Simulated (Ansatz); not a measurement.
**LuBRh₃: pressure against volume**

A database entry relaxed whole under r2SCAN (Pm-3m):

```yaml
crystal:
  lattice:
    - [4.14360, 0.00000, 0.00000]
    - [0.00000, 4.14360, 0.00000]
    - [0.00000, 0.00000, 4.14360]
  atoms:
    - { symbol: Lu, position: [0.00000, 0.00000, 0.00000] }
    - { symbol: B, position: [0.50000, 0.50000, 0.50000] }
    - { symbol: Rh, position: [0.00000, 0.50000, 0.50000] }
    - { symbol: Rh, position: [0.50000, 0.00000, 0.50000] }
    - { symbol: Rh, position: [0.50000, 0.50000, 0.00000] }
```

The cell was scaled uniformly, its shape held, and the atoms relaxed at each volume with plane-wave PAW DFT (Ansatz 0.2.0; r2SCAN, 500 eV, 8×8×8 Γ-centred mesh, fermi-dirac occupations of width 0.100 eV; no spin, no spin-orbit coupling). One row is withheld.

| volume (Å³/atom) | energy over the lowest (meV/atom) | pressure (GPa) |
| --- | --- | --- |
| 13.375 | 35.9 | 14.59 |
| 13.660 | 15.1 | 9.16 |
| 13.944 | ? | ? |
| 14.229 | 0.0 | -0.04 |
| 14.513 | 3.8 | -3.92 |
| 14.798 | 14.1 | -7.39 |
| 15.082 | 30.3 | -10.50 |

**Question.** Fit the pressures of the other rows to the third-order Birch-Murnaghan form.

**Answer.** With f = [(V₀/V)^(2/3) − 1]/2 and P = 3B₀f(1 + 2f)^(5/2)[1 + 3(B₀′ − 4)f/2], least squares gives V₀ = 14.23 Å³ an atom, B₀ = 205 GPa and B₀′ = 4.6; the rows miss the fit by less than 0.01 GPa. The slope of the energies differs from these pressures by 0.13 GPa, since they are taken to zero smearing while pressures follow the free energy.

**Question.** What does the withheld row hold?

**Answer.** The fit gives 4.30 GPa at 13.944 Å³; the run gave 4.30 GPa and 3.5 meV an atom.

Caveats: the shape of the cell was held; 0 K, fixed nuclei; the symmetry was kept, and this need not be the phase that is stable at 0 K; one mesh for all volumes; pressure is positive in compression.
